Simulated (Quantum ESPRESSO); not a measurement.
NaBaIrH₆ has the cubic space group F-43m (No. 216), Pearson symbol cF36. Cell: a = b = c = 7.845 Å, α = β = γ = 90.00°. H on 24f has 1 Ir at 1.687 Å and 2 Ba at 2.787 Å. Na on 4c is coordinated by 4 Ir at 3.397 Å (tetrahedral). Ba on 4d has 12 H at 2.787 Å and 4 Ir at 3.397 Å. Ir on 4a is coordinated by 6 H at 1.687 Å and 4 Ba at 3.397 Å and 4 Na at 3.397 Å. (Neighbours: up to the widest gap in distance over summed covalent radii, below 1.35, at either atom; cation-cation contacts left out.)
(The calculation used a cell of 9 atoms; values per cell refer to that cell.)

The geometry is that of Materials Project entry mp-1182061, symmetrised and not relaxed again.

What does PBEsol (pw.x of Quantum ESPRESSO, ONCV potentials, without SOC) give for the electronic structure near the Fermi level?

The PBEsol gap is indirect, 3.07 eV, from Γ to X; the smallest direct gap is 3.11 eV. Spin-orbit coupling is left out, which matters for elements this heavy: edges can move by tenths of an eV.

The structure is a Materials Project entry; no match was found in the copy of COD used, and its stability was not checked.
